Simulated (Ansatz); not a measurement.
Values for one crystal, relaxed and computed with DFT-r²SCAN in the program Ansatz with PAW potentials; other levels are named.

```yaml
volume_per_atom: 17.22 Å³
electronic_character: metallic (no gap)
Elastic constants (relaxed ions, GPa): C11 = 147, C12 = 116, C44 = 39.9
mechanical_stability: stable (all eigenvalues of C positive)
Density of states at the Fermi level: 1.6 states/eV per atom (mean over ±0.08 eV)
Poisson's ratio: 0.40
Pressure derivative B′: 4.1
```

**Question.** Pick the material that matches.
A) TiNi, CsCl type
B) AlNi, CsCl type
C) ZrCu, CsCl type
D) CuAu, L1₀ or tetragonal B2

**Answer.** C, ZrCu, CsCl type

Space group Pm-3m (CsCl type). The first step of the workflow began from a Materials Project structure, measured or hypothetical; the Crystallography Open Database copy checked does not list it. Whether it is the stable phase at ambient conditions was not checked. The cell was relaxed with r²SCAN under the symmetry of its start; whether a distortion lowers the energy is not shown. The run is not spin-polarised. As this level gives no gap, shear constants depend on the k-mesh and smearing (Fermi–Dirac, 0.1 eV here). Spin–orbit coupling is left out wherever it is not named.

Potentials: the later of the program's two PAW sets.
